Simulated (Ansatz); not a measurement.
SrCd₂As₂ in space group P-3m1 (No. 164; Sr on 1a, Cd on 2d, As on 2d), the program Ansatz at the PBEsol level (PAW). The conduction-band minimum lies at Γ, with 1 equivalent valley. Second derivatives d²E/dk² of the lowest band at one valley (eV·Å²), along Cartesian directions:

```csv
direction,d²E/dk²
[100],419.4
[010],419.4
[001],105.2
[110],419.4
[101],262.9
[011],262.9
```

Q: Find the principal effective masses, the density-of-states mass and the conductivity mass.

A: Off-diagonal terms follow from H_xy = H[110] − (H_xx + H_yy)/2, and m*/mₑ = 7.620 eV·Å² over each eigenvalue: 0.018, 0.018, 0.072. One valley's DOS mass (m₁m₂m₃)^(1/3) = 0.029, conductivity mass 3/(Σ 1/mᵢ) = 0.024 mₑ.

Q: What effective density of states Nc follows at 300 K for parabolic valleys?

A: Nc = 2.509e19 × 1 × (0.029)^(3/2) ≈ 1.2e17 cm⁻³.

The first step of the workflow began from a Materials Project structure, measured or hypothetical; the Crystallography Open Database copy checked does not list it. Whether it is the stable phase at ambient conditions was not checked. The PBEsol relaxation kept the symmetry of its start; its stability against distortions is not shown here. Scalar-relativistic: spin–orbit coupling is off unless named, which matters more the heavier the elements.

Potentials: the later of the program's two PAW sets.

Edges and masses are those of Kohn–Sham bands, whose gap is no quasiparticle gap.
